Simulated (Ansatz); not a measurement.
Trial structure of AlBAs2, not yet relaxed:

```
Al B As
1.0
     1.80408    1.04159    6.65116
    -1.80408    1.04159    6.65116
     0.00000   -2.08318    6.65116
Al B As
1 1 2
Direct
  0.00000 0.00000 0.00000
  0.50000 0.50000 0.50000
  0.89284 0.89284 0.89284
  0.10716 0.10716 0.10716
```

Method: Ansatz 0.2.0, DFT PBE, scalar-relativistic, plane waves, PAW. Plane waves to 420 eV, a k mesh through Γ of 6×6×6 on the computed 4-atom cell and Gaussian smearing (0.10 eV); no spin polarisation.

Energies over the elements count from the elements' standard structures at the same level, with no fitted energy shifts.

Problem. Estimate its pressure, forces and energy as it stands.

Solution. The pressure is 4.0 GPa (the mean over three directions, positive in compression), the largest force is 4.02 eV/Å, and the energy is +0.93 eV/atom against the elements. The shortest distance is 2.14 Å.

Problem. How much does it gain on relaxing, and where does it end?

Solution. Relaxing gains about 0.47 eV/atom (the start's value is from the coarse mesh, so the gain is rough) in 15 ionic steps and ends at +0.45 eV/atom on the finer mesh. The symmetry stays R-3m (No. 166). The end has the delafossite type. The volume per atom shrinks by 11.5 %, from 18.7 to 16.6 Å³. The shortest distance goes from 2.14 Å (Al–As) to 2.22 Å (B–As). The ratio c/a of the conventional cell changes by a factor of 1.35. Conventional cell: a = 3.132 Å, c = 23.432 Å. Al is surrounded by 2 As at 2.63 Å and 6 Al at 3.13 Å; B has 6 As at 2.22 Å; As is surrounded by 3 B at 2.22 Å and 1 Al at 2.63 Å.

The last run used an 18×18×18 mesh for its 4-atom cell and Gaussian smearing of 0.10 eV. The reference form of As is held partly by dispersion forces, which this level lacks. The relaxation can't lower the symmetry of the start. Symmetry constrained the relaxation, so the result can be a saddle point.
